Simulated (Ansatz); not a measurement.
A geometry of InSe away from equilibrium: the start of the relaxation of a relaxed InSe cell with one Se and one In atom exchanged in a cell of 8 atoms. Level of theory: PBEsol (plane waves to 420 eV, PAW, scalar-relativistic; Ansatz, an electronic-structure program). Γ-centred k-mesh 7×7×2 on the run's cell (coarser than for final values), Fermi–Dirac smearing 0.05 eV.

```xyz
8
Lattice="4.0067 0.0000 0.0000 -2.0033 3.4699 0.0000 0.0000 0.0000 16.9935" Properties=species:S:1:pos:R:3 pbc="T T T"
Se     0.0000     2.3133    11.3569
In     2.0033     1.1566     2.8602
In     2.0033     1.1566     5.6366
In     0.0000     2.3133    14.1333
Se     0.0000     2.3133     1.5821
In     2.0033     1.1566    10.0788
Se     2.0033     1.1566    15.4114
Se     0.0000     2.3133     6.9147
```

Task: Give the Cartesian forces on all atoms (eV/Å).

Result: 
```tsv
atom	Fx	Fy	Fz
Se1	0.00	0.00	2.09
In2	0.00	0.00	0.03
In3	0.00	0.00	-0.03
In4	0.00	0.00	-0.56
Se5	0.00	0.00	-0.05
In6	0.00	0.00	-1.45
Se7	0.00	0.00	-0.10
Se8	0.00	0.00	0.08
```

Task: What is the pressure?

Result: +1.2 GPa, compression positive.

Task: How much energy per atom can still be gained by relaxing?

Result: 0.05 eV/atom; the path ends in P3m1 (No. 156).

No spin polarisation in the result. Without a van der Waals term the distances between weakly bound units are poorly fixed.

The run could not lose the symmetry of its start: the end is stationary, and may be a saddle point rather than a minimum.

The end of the path is a generated cell of InSe: the first start was made by placing the elements on the sites of a structure type, and the end was not matched to a known phase here, so it may be hypothetical. Known forms of InSe include space group No. 194.
